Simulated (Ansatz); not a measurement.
Relaxed candidate structures of ScOF:

A. P2₁/m (No. 11), mP6; a = 3.896 Å, b = 3.386 Å, c = 5.373 Å, α = γ = 90.00°, β = 106.79°; Sc 2e (0.824, 0.250, 0.192); O 2e (0.265, 0.250, 0.050); F 2e (0.236, 0.250, 0.562)

B. P4/nmm, origin choice 1 (No. 129), tP6; a = b = 3.578 Å, c = 5.095 Å, α = β = γ = 90.00°; Sc 2c (0.000, 0.500, 0.293); O 2b (0.500, 0.500, 0.500); F 2a (0.000, 0.000, 0.000)

C. P2₁/c (No. 14), mP12; a = 5.154 Å, b = 5.125 Å, c = 5.213 Å, α = 90.00°, β = 99.99°, γ = 90.00°; Sc 4e (0.692, 0.472, 0.288); O 4e (0.456, 0.246, 0.488); F 4e (0.057, 0.673, 0.341)

Problem. Rank these by energy per atom (lowest first), as PBEsol (plane waves to 420 eV, PAW, scalar-relativistic; Ansatz, an electronic-structure program) gives it.

Solution. C (reference, the lowest among the structures calculated here), A (+0.027 eV/atom), B (+0.079 eV/atom)

Problem. Give each candidate's band gap.

Solution. No candidate is metallic. A: 4.50 eV (no spin-orbit coupling); B: 4.42 eV (no spin-orbit coupling); C: 4.56 eV (no spin-orbit coupling).

 1 generated cell of layers, chains or molecules, poorly bound without dispersion, is left out. Each run could gain symmetry but not lose that of its start, so entries can be saddle points. From databases, or of a type measured for this composition: P4/nmm, tP6; P2₁/c, mP12; the others are generated cells (placed on structure types, drawn at random, substituted or restacked) that were not matched to a known phase here. Static energies at zero pressure. The runs use different k-meshes, so differences are rounded accordingly. No spin polarisation in the result. Gaps of cells over 8 atoms come from the SCF mesh and high-symmetry points alone.
